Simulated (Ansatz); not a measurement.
SrO:
```yaml
crystal:
  lattice:
    - [0.00000, 2.53217, 2.53217]
    - [2.53217, 0.00000, 2.53217]
    - [2.53217, 2.53217, 0.00000]
  atoms:
    - { symbol: Sr, position: [0.00000, 0.00000, 0.00000] }
    - { symbol: O, position: [0.50000, 0.50000, 0.50000] }
```

x, y and z are the axes in which the lattice vectors are written.

### Question
Give the high-frequency dielectric tensor and the Born effective charge tensors of the independent atoms from DFPT, LDA in the plane-wave PAW code Ansatz.

### Answer

ε∞:
```
3.87  0.00  0.00
0.00  3.87  0.00
0.00  0.00  3.87
```
Z* of atom 1 (Sr), rows: field, columns: displacement, in e:
```
2.47  0.00  0.00
0.00  2.47  0.00
0.00  0.00  2.47
```
Z* of atom 2 (O), rows: field, columns: displacement, in e:
```
-2.47   0.00   0.00
 0.00  -2.47   0.00
 0.00   0.00  -2.47
```

Space group Fm-3m (rock salt). The LDA relaxation kept the symmetry of its start. Spin–orbit coupling is left out wherever it is not named.

Potentials: the later of the program's two PAW sets.
